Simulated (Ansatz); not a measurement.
input.yaml

```yaml
crystal:
  lattice:
    - [-1.81905672, 1.81905672, 7.71132188]
    - [1.81905672, -1.81905672, 7.71132188]
    - [1.81905672, 1.81905672, -7.71132188]
  atoms:
    - { symbol: Rb, position: [0.0, 0.0, 0.0] }
    - { symbol: Fe, position: [0.75, 0.25, 0.5], spin: 0.9 }
    - { symbol: Fe, position: [0.25, 0.75, 0.5], spin: 0.9 }
    - { symbol: As, position: [0.34952521, 0.34952521, 0.0] }
    - { symbol: As, position: [0.65047479, 0.65047479, 0.0] }
basis:
  ecutwfc: 420
kpoints:
  mp_grid: { grid: [14, 14, 14] }
hamiltonian:
  xc: pbesol
scf:
  occupations: { method: gaussian, width: 0.1 }
output:
  forces: true
  stress: true
  eigenvalues: true
  populations: true
magnetization:
  spin_polarized: true
```

Command:
```bash
ansatz run input.yaml --threads 2 --pin off --max-ram 5120MiB --backend cpu --events-out ev --progress --plain --runs-dir out
```

Theory: DFT PBEsol, scalar-relativistic, plane waves, PAW (Ansatz).

Part of what the program printed, abridged:

```
Pseudopotentials: kind: paw
Pseudopotential: Rb, paw, valence charge 9, recommended cutoff 420 eV (normal)
Pseudopotential: Fe, paw, valence charge 16, recommended cutoff 420 eV (normal)
Pseudopotential: As, paw, valence charge 15, recommended cutoff 420 eV (normal)
Functional definition: PBEsol
Crystal: 5 atoms, lattice volume = 102.066 Å³
Basis set: ecut = 420 eV, 1973 PW (Γ), FFT grids on a1+a3, a2+a3, a3, exchange–correlation on 50×50×120 points (8 copies of the dense FFT grid, shifted against one another)
Bands: 44, of which v1, the nominal top of the filled ones, is band 36 counted from 1 (35 counted from 0)
Symmetry: 16 space group operations
Space group: I4/mmm (ITA 139), of the structure as read, at distance tolerance 4.7e-5 Å
Magnetic group: BNS 139.531 (UNI 1191), of the structure as read, at distance tolerance 4.7e-5 Å
k-points: 244 of 2744
Initial density: superposition of atomic densities (chi_scale 0.1, normalization cell, long waves kept (reshape's long-wave potential 0.15 eV rms))
Starting moments: Σ|m| = 1.8 μB on 2 of 5 sites
Initial wavefunctions: pseudopotential atomic-orbital guess
Functional: x = pbesol(κ = 0.804, μ = 0.12345679), c = pbesol(β = 0.046)
SCF iter   1: F=—  HF=-21741.068778 eV  |F-HF|=—  |Δ(HF+E_count)|=         —  Δρ=5.59e-2 (↑3.44e-2 ↓5.59e-2) dr2=2.36e0  dr2_m=1.55e0  M=2.868 μB ∫|m|=3.215 μB  β_m=0.30  ethr=3.10e-3  ⟨swp⟩=6.5  Hψ=81192  notcnv=0
Mixer restart at iter 1: flushing history
spin=Collinear: Kerker preconditioning applied to the charge; magnetization (m = ρ↑ − ρ↓) channel mixes plain (no charge-response kernel on spin).
SCF iter   2: F=—  HF=-21740.890064 eV  |F-HF|=—  |Δ(HF+E_count)|=   1.79e-1  Δρ=2.79e-2 (↑2.75e-2 ↓2.79e-2) dr2=1.35e0  dr2_m=5.11e-1  M=2.565 μB ∫|m|=3.031 μB  β_m=0.50  ethr=3.10e-3  ⟨swp⟩=2.0  Hψ=27827  notcnv=0  defer=1312
SCF iter   3: F=—  HF=-21742.071767 eV  |F-HF|=—  |Δ(HF+E_count)|=    1.18e0  Δρ=9.53e-3 (↑8.33e-3 ↓9.53e-3) dr2=4.63e-1  dr2_m=7.36e-3  M=2.209 μB ∫|m|=2.831 μB  β_m=0.57  ethr=1.90e-3  ⟨swp⟩=3.0  Hψ=32049  notcnv=0  defer=1372
SCF iter   4: F=—  HF=-21742.137870 eV  |F-HF|=—  |Δ(HF+E_count)|=   6.61e-2  Δρ=9.47e-3 (↑5.31e-3 ↓9.47e-3) dr2=4.79e-1  dr2_m=7.63e-3  M=2.057 μB ∫|m|=2.756 μB  β_m=0.67  ethr=6.53e-4  ⟨swp⟩=3.1  Hψ=35541  notcnv=0  defer=1373
SCF iter   5: F=—  HF=-21742.068490 eV  |F-HF|=—  |Δ(HF+E_count)|=   6.94e-2  Δρ=3.86e-3 (↑3.70e-3 ↓3.86e-3) dr2=4.50e-2  dr2_m=1.02e-4  M=2.044 μB ∫|m|=2.745 μB  β_m=0.68  ethr=6.53e-4  ⟨swp⟩=3.0  Hψ=31526  notcnv=0  defer=1373
SCF iter   6: F=—  HF=-21742.097916 eV  |F-HF|=—  |Δ(HF+E_count)|=         —  Δρ=4.18e-3 (↑1.15e-3 ↓4.18e-3) dr2=1.86e-2  dr2_m=3.42e-3  M=2.111 μB ∫|m|=2.801 μB  β_m=0.68  ethr=6.33e-5  ⟨swp⟩=2.1  Hψ=41290  notcnv=0  defer=1320
Mixer restart at iter 6: flushing history
SCF iter   7: F=—  HF=-21742.111056 eV  |F-HF|=—  |Δ(HF+E_count)|=   1.31e-2  Δρ=2.75e-3 (↑2.75e-3 ↓1.52e-3) dr2=2.18e-3  dr2_m=3.69e-3  M=2.153 μB ∫|m|=2.844 μB  β_m=0.75  ethr=2.62e-5  ⟨swp⟩=2.0  Hψ=40550  notcnv=0  defer=1342
SCF iter   8: F=—  HF=-21742.110013 eV  |F-HF|=—  |Δ(HF+E_count)|=   1.04e-3  Δρ=2.99e-3 (↑5.47e-4 ↓2.99e-3) dr2=1.11e-2  dr2_m=1.83e-3  M=2.189 μB ∫|m|=2.874 μB  β_m=0.50  ethr=3.07e-6  ⟨swp⟩=2.0  Hψ=41230  notcnv=0  defer=1338
SCF iter   9: F=—  HF=-21742.109728 eV  |F-HF|=—  |Δ(HF+E_count)|=   2.85e-4  Δρ=1.02e-3 (↑1.02e-3 ↓4.46e-4) dr2=1.38e-3  dr2_m=9.93e-5  M=2.212 μB ∫|m|=2.904 μB  β_m=0.73  ethr=3.07e-6  ⟨swp⟩=2.1  Hψ=41225  notcnv=0  defer=1342
SCF iter  10: F=—  HF=-21742.109929 eV  |F-HF|=—  |Δ(HF+E_count)|=   2.01e-4  Δρ=3.45e-4 (↑3.45e-4 ↓1.44e-4) dr2=2.12e-4  dr2_m=1.29e-5  M=2.207 μB ∫|m|=2.901 μB  β_m=0.65  ethr=1.94e-6  ⟨swp⟩=2.0  Hψ=36959  notcnv=0  defer=1327
SCF iter  11: F=—  HF=-21742.109896 eV  |F-HF|=—  |Δ(HF+E_count)|=   3.32e-5  Δρ=8.68e-5 (↑7.45e-5 ↓8.68e-5) dr2=5.24e-5  dr2_m=3.09e-6  M=2.203 μB ∫|m|=2.898 μB  β_m=0.82  ethr=2.98e-7  ⟨swp⟩=2.0  Hψ=34965  notcnv=0  defer=1327
SCF iter  12: F=—  HF=-21742.109892 eV  |F-HF|=—  |Δ(HF+E_count)|=   4.11e-6  Δρ=8.24e-5 (↑8.24e-5 ↓4.76e-5) dr2=1.02e-5  dr2_m=3.36e-6  M=2.204 μB ∫|m|=2.899 μB  β_m=0.91  ethr=7.38e-8  ⟨swp⟩=1.9  Hψ=24809  notcnv=0  defer=1327
SCF iter  13: F=—  HF=-21742.109890 eV  |F-HF|=—  |Δ(HF+E_count)|=   1.94e-6  Δρ=3.80e-5 (↑1.06e-5 ↓3.80e-5) dr2=3.87e-6  dr2_m=3.14e-7  M=2.202 μB ∫|m|=2.897 μB  β_m=0.90  ethr=1.44e-8  ⟨swp⟩=2.0  Hψ=27480  notcnv=0  defer=1327
SCF iter  14: F=—  HF=-21742.109890 eV  |F-HF|=—  |Δ(HF+E_count)|=   2.05e-7  Δρ=3.97e-6 (↑3.93e-6 ↓3.97e-6) dr2=9.19e-8  dr2_m=2.42e-9  M=2.202 μB ∫|m|=2.897 μB  β_m=0.95  ethr=5.45e-9  ⟨swp⟩=2.0  Hψ=24341  notcnv=0  defer=1327
SCF iter  15: F=—  HF=-21742.109890 eV  |F-HF|=—  |Δ(HF+E_count)|=   5.04e-8  Δρ=8.34e-6 (↑4.34e-6 ↓8.34e-6) dr2=2.20e-7  dr2_m=4.51e-9  M=2.202 μB ∫|m|=2.897 μB  β_m=0.97  ethr=1.29e-10  ⟨swp⟩=2.0  Hψ=28567  notcnv=0  defer=1327
SCF iter  16: F=-21742.109890 eV  HF=-21742.109890 eV  |F-HF|=4.32e-9  |Δ(HF+E_count)|=   1.51e-8  Δρ=1.04e-6 (↑1.04e-6 ↓6.83e-7) dr2=6.35e-9  dr2_m=9.46e-11  M=2.202 μB ∫|m|=2.897 μB  ethr=1.29e-10  ⟨swp⟩=9.0  Hψ=84218  notcnv=0
SCF 1 converged in 16 iterations: F = -21742.109890 eV  dr2 = 6.35e-9
SCF converged after 16 iterations
Magnetization: 2.2022 μB (36.6011 up, 34.3989 down)
Absolute magnetization: 2.8936 μB (∫|ρ↑−ρ↓|, with the PAW one-centre terms)
Spin contamination: 0.1068 ħ² per cell (⟨S²⟩ above its minimum at these occupations)
Per-site moments (μB) at R_I (Å): [(-0.00956172, 1.42916051), (1.23377249, 0.98180319), (1.23377249, 0.98180319), (-0.07989006, 0.98180319), (-0.07989006, 0.98180319)]
Free energy (F): -21742.109890 eV
Harris-Foulkes:  -21742.109890 eV  (|F-HF|=4.32e-9)
Internal energy: -21742.090679 eV  (E = F + TS)
E sigma→0 (E₀):  -21742.100284 eV
Entropy (-TS):   -0.019211 eV (-3.842 meV/atom)
Fermi energy:    10.722007 eV
--- Per-component energies (eV) ---
  E_band       = -1154.535856
  E_kinetic    = 1106.166879
  E_local      = -13714.519382  (includes V_loc(G=0)·N_el)
  E_nonlocal   = -723.180056
  E_hartree    = 6473.904041
  E_xc         = -522.162743
  E_vxc        = -599.444120  (∫ρ·V_xc dr)
  E_paw        = -8825.112475  (= ΣΔE_a)
  E_vpaw       = -171.377969  (= ΣTr[D̂ρ^β])
  E_aug_tail   = 0.001681  (compensation charges beyond the density's cutoff)
  E_ewald      = -5539.603555
  E_core_change = 2.414931  (= ΣΔE_core)
  E_smearing   = -0.019211  (= −TS)
--- Forces (eV/Å), atoms counted from 1 ---
  atom   1  Rb     0.00000000     0.00000000     0.00000000
  atom   2  Fe     0.00000000     0.00000000     0.00000000
  atom   3  Fe     0.00000000     0.00000000     0.00000000
  atom   4  As     0.00000000     0.00000000    -0.92325839
  atom   5  As     0.00000000     0.00000000     0.92325839
--- Stress (GPa, compression-positive) ---
       -3.232734       0.000000       0.000000
        0.000000      -3.232734       0.000000
        0.000000       0.000000      -5.831271
  P = ⅓ Tr σ = -4.0989 GPa (-40.989 kbar)
--- Band table (eV; the first three rows and the last of 488) ---
  k-point 0 ↑: bands = ["-76.6684", "-76.6282", "-43.0347", "-43.0347", "-42.8685", "-42.8685", "-42.6727", "-42.6327", "-24.6564", "-24.6542", "-24.6420", "-24.6416", "-24.6275", "-24.6275", "-24.6269", "-24.6269", "-24.6043", "-24.6042", "-17.0277", "-1.6639", "-1.5425", "-0.7855", "-0.7855", "0.1888", "5.4348", "6.1783", "7.1255", "7.1255", "7.5140", "8.8146", "8.8146", "9.0711", "9.5521", "9.9113", "10.7027", "10.7027", "11.0347", "11.1529", "13.3017", "13.3997", "13.3997", "13.8117", "14.6828", "16.1274"]
  k-point 1 ↑: bands = ["-76.6674", "-76.6292", "-43.0358", "-43.0257", "-42.8779", "-42.8677", "-42.6717", "-42.6336", "-24.6560", "-24.6540", "-24.6421", "-24.6417", "-24.6276", "-24.6275", "-24.6270", "-24.6269", "-24.6042", "-24.6041", "-17.0196", "-1.6175", "-1.5035", "-0.8279", "-0.7984", "0.1808", "5.5550", "6.2325", "7.0089", "7.1640", "7.5789", "8.6165", "8.7470", "9.1175", "9.5268", "9.8555", "10.3224", "10.3842", "11.2361", "11.3706", "12.6901", "12.8178", "13.7719", "14.3566", "15.2377", "16.4123"]
  k-point 2 ↑: bands = ["-76.6646", "-76.6320", "-43.0389", "-43.0006", "-42.9042", "-42.8654", "-42.6688", "-42.6363", "-24.6551", "-24.6534", "-24.6423", "-24.6420", "-24.6279", "-24.6274", "-24.6274", "-24.6270", "-24.6038", "-24.6037", "-16.9969", "-1.4882", "-1.4371", "-0.9444", "-0.7734", "0.1626", "5.8742", "6.3941", "6.7359", "7.2729", "7.7382", "8.0667", "8.5651", "9.2005", "9.4931", "9.7059", "9.7507", "9.9435", "11.3844", "11.5289", "12.0728", "12.1149", "14.1952", "15.0557", "16.1292", "16.4949"]
  k-point 243 ↓: bands = ["-75.2542", "-75.2122", "-41.5839", "-41.5839", "-41.4394", "-41.4064", "-41.4064", "-41.3971", "-24.6741", "-24.6718", "-24.6614", "-24.6610", "-24.6466", "-24.6466", "-24.6459", "-24.6459", "-24.6246", "-24.6246", "-17.0338", "-2.0991", "-0.7909", "-0.7909", "-0.5903", "-0.5417", "6.1162", "6.4563", "7.8374", "7.8374", "8.2633", "9.3731", "9.3731", "9.8513", "10.2478", "10.2671", "11.5927", "11.5927", "11.6564", "12.0161", "13.5886", "13.5886", "13.9840", "14.9594", "15.5102", "15.5702"]
--- Löwdin populations: 5 sites ---
  site symbol q [e]    m [muB]
     0     Rb      8.2567    -0.0079
     1     Fe     15.5950     1.2850
     2     Fe     15.5950     1.2850
     3     As     15.5007    -0.1623
     4     As     15.5007    -0.1623
  spilling = 0.007775 (of n_electrons = 71.000000)
```

Self-consistency was reached.

Time: 75 s on 2 threads of Intel(R) Xeon(R) Platinum 8488C (Sapphire Rapids), on a shared host, peak memory 1.5 GiB.

Only parallel moments were tried here.